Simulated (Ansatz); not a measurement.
Question: Volume from PBE minus that from r²SCAN (% of the latter), each on its own relaxed cell (Ansatz, a first-principles code, plane waves, PAW; no spin–orbit coupling, no Hubbard U), over 38 phases of the class «elements»: what sign and size do you expect?

Answer: Mean 1.7 %, median 1.7 %, mean absolute 2.3 %; eight in ten lie between 0.0 and 4.1 %, and 87 % are above zero.

Some cases that may be named, with their rank among the 38 from the lowest: Cr, bcc (W type) -9.4 % (rank 1); Y, bcc (W type) -1.9 % (rank 2); Te, diamond 1.7 % (rank 19); Re, P-6m2 (Pearson symbol hP8) 1.8 % (rank 20); Ga, α-Ga 5.7 % (rank 37); Zn, diamond 7.4 % (rank 38).

The phases are those computed here (of each formula those with measured values and the lowest at some level), not a balanced benchmark, and neither functional is the truth. Pairs that end in unlike spin orders or unlike minima (c/a over 6 % apart, 30 % for weakly bound crystals), magnets with 4f shells, solids of gases and phases set aside for tests are left out.

3 of the phases carry moments, in the orders computed and without U.

Spin orders computed, not proven ground states: Cr, bcc (W type) with PBE antiferromagnetic; Cr, bcc (W type) with r²SCAN antiferromagnetic. Typed or built starts, not in the databases checked: Y, bcc (W type); Te, diamond; Re, P-6m2 (Pearson symbol hP8); Zn, diamond. Not the usual ambient phase: Y, bcc (W type); Te, diamond; Re, P-6m2 (Pearson symbol hP8); Zn, diamond. Unstable at this level: Zn, diamond with r²SCAN. All cells were relaxed under the symmetry of their starts (and spin orders); stability against distortions was not tested throughout. Cells of antiferromagnets are given as chemical subcells. Named crystals with no word on spin ran without spin polarisation. Scalar-relativistic: spin–orbit coupling is off unless named, which matters more the heavier the elements.

Potentials: the earlier of the program's two PAW sets.

Ansatz is a plane-wave DFT program.
